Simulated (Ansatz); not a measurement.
**Guessed and relaxed cells of Na₂PS**

The guess for Na₂PS was made by a generator: random cell by space group and Wyckoff sites (P6/mmm, No. 191). The dimensions are guesses.

start:

Space group P6/mmm (No. 191). a = 5.672 Å, b = 5.672 Å, c = 4.949 Å, α = 90.00°, β = 90.00°, γ = 120.00°
| atom | site | symmetry | x | y | z |
| --- | --- | --- | --- | --- | --- |
| Na | 2e | 6mm | 0.0000 | 0.0000 | 0.7427 |
| P | 1a | 6/mmm | 0.0000 | 0.0000 | 0.0000 |
| S | 1b | 6/mmm | 0.0000 | 0.0000 | 0.5000 |

Method: DFT PBE, scalar-relativistic, plane waves, PAW in Ansatz 0.2.0. Cutoff 420 eV, Gaussian smearing, Γ-centred meshes. Cell and atoms relax first on a coarse mesh and then on a finer one. In between, the cell is made exact in the group found at 0.06 Å. In metals the finer mesh still leaves noise of several meV/atom or more. The steps can't lower the symmetry of their start. No spin polarisation.

end:

Space group P6/mmm (No. 191). a = 3.171 Å, b = 3.171 Å, c = 10.449 Å, α = 90.00°, β = 90.00°, γ = 120.00°
```tsv
atom	site	symmetry	x	y	z
Na	2e	6mm	0.0000	0.0000	0.7451
P	1a	6/mmm	0.0000	0.0000	0.0000
S	1b	6/mmm	0.0000	0.0000	0.5000
```

The symmetry stays P6/mmm (No. 191). The volume per atom shrinks by 34.0 %, from 34.5 to 22.8 Å³. The shortest distance goes from 1.20 Å (Na–S) to 2.56 Å (Na–S). The ratio c/a of the conventional cell changes by a factor of 3.78. The energy falls by about 20.5 eV/atom (the start's value is from the coarse mesh).

```
Volume per atom                            : 22.75 Å³
Density                                    : 1.99 g/cm³
Energy over the elements                   : +0.29 eV/atom
Gap on the 18×18×6 mesh of the 4-atom cell : 0 eV (a metal)
```

Energies over the elements count from the elements' standard structures at the same level, with no fitted energy shifts. The references include black phosphorus. A positive value: parting into the elements would lower its energy.

The last run used Gaussian smearing of 0.10 eV. An odd number of electrons in the primitive cell allows no gap without spin; a larger cell or a magnetic state could open one. The cell is a metal run without spin; a magnetic state may lie lower. The reference forms of P and S are held partly by dispersion forces, which this level lacks. A structure relaxed within its symmetry needn't be a true minimum. In all, the 3 runs took 3.3 min on 1 thread of Arm Neoverse V1, on a shared host.
